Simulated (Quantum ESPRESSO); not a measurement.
# Band energies of KScS₂O₈

```
KScS2O8
1.0
    4.27050    -2.68449     0.00000
    4.27050     2.68449     0.00000
   -0.66372     0.00000     8.15583
O S K Sc
8 2 1 1
Direct
  0.31353   0.31353   0.36620
  0.68647   0.68647   0.63380
  0.24349   0.69541   0.18034
  0.75651   0.30459   0.81966
  0.30459   0.75651   0.81966
  0.69541   0.24349   0.18034
  0.24015   0.24015   0.06890
  0.75985   0.75985   0.93110
  0.36947   0.36947   0.20248
  0.63053   0.63053   0.79752
  0.00000   0.00000   0.50000
  0.00000   0.00000   0.00000
```

PBEsol (Quantum ESPRESSO, PseudoDojo norm-conserving, 84 Ry, no spin-orbit coupling); path ΓYFLI,I1ZF1,YX1,XΓN,MΓ; energies in eV from the valence-band maximum.

```csv
k (1/Å),point,band 36,band 37,band 38,band 39,band 40,band 41,band 42,band 43
0.00,Γ,-0.50,-0.36,-0.35,-0.12,-0.05,4.36,4.59,4.73
0.20,,-0.47,-0.43,-0.38,-0.18,-0.02,4.37,4.62,4.70
0.61,,-0.53,-0.50,-0.29,-0.23,-0.08,4.34,4.56,4.80
1.02,Y,-0.68,-0.50,-0.30,-0.16,0.00,4.25,4.50,4.91
1.25,,-0.59,-0.50,-0.30,-0.23,-0.01,4.28,4.52,4.88
1.48,F,-0.52,-0.48,-0.33,-0.28,-0.03,4.34,4.57,4.79
1.67,,-0.56,-0.51,-0.30,-0.26,-0.01,4.31,4.54,4.84
2.06,,-0.61,-0.50,-0.24,-0.20,-0.05,4.26,4.50,4.90
2.25,L,-0.53,-0.50,-0.25,-0.21,-0.07,4.25,4.50,4.91
2.25,I,-0.79,-0.49,-0.37,-0.33,-0.21,4.48,4.80,4.83
3.36,I1,-0.79,-0.49,-0.37,-0.33,-0.21,4.48,4.80,4.83
3.76,,-0.56,-0.51,-0.41,-0.31,-0.22,4.63,4.63,4.88
3.96,,-0.55,-0.41,-0.39,-0.24,-0.08,4.49,4.60,4.77
4.16,Z,-0.46,-0.43,-0.42,-0.13,0.00,4.38,4.60,4.74
4.33,,-0.47,-0.44,-0.40,-0.20,-0.02,4.38,4.64,4.70
4.68,,-0.53,-0.50,-0.27,-0.23,-0.08,4.30,4.53,4.85
4.86,,-0.55,-0.50,-0.24,-0.21,-0.07,4.25,4.50,4.91
5.21,F1,-0.52,-0.48,-0.33,-0.28,-0.03,4.34,4.57,4.79
5.21,Y,-0.68,-0.50,-0.30,-0.16,0.00,4.25,4.50,4.91
5.35,X1,-0.72,-0.50,-0.35,-0.17,-0.03,4.31,4.56,4.89
5.35,X,-0.72,-0.50,-0.35,-0.17,-0.03,4.31,4.56,4.89
5.69,,-0.67,-0.61,-0.43,-0.31,-0.18,4.54,4.74,4.91
6.03,,-0.54,-0.49,-0.34,-0.34,-0.21,4.59,4.62,4.85
6.21,,-0.54,-0.37,-0.34,-0.21,-0.10,4.45,4.60,4.76
6.38,Γ,-0.50,-0.36,-0.35,-0.12,-0.05,4.36,4.59,4.73
6.53,,-0.51,-0.39,-0.35,-0.18,-0.06,4.41,4.60,4.74
6.84,,-0.62,-0.49,-0.36,-0.32,-0.18,4.58,4.65,4.83
7.00,,-0.67,-0.49,-0.41,-0.31,-0.20,4.60,4.68,4.92
7.16,N,-0.67,-0.50,-0.42,-0.31,-0.21,4.60,4.69,4.96
7.16,M,-0.69,-0.49,-0.39,-0.34,-0.19,4.59,4.68,4.95
7.50,,-0.53,-0.51,-0.35,-0.30,-0.18,4.55,4.64,4.79
7.85,Γ,-0.50,-0.36,-0.35,-0.12,-0.05,4.36,4.59,4.73
```

The PBEsol gap is direct, 4.25 eV at Y. Another valence and conduction extremum on the path lies within 0.02 eV, too close to call.

Geometry of the Materials Project entry, not relaxed at this level.

The structure is a Materials Project entry; no match was found in the copy of COD used, and its stability was not checked.
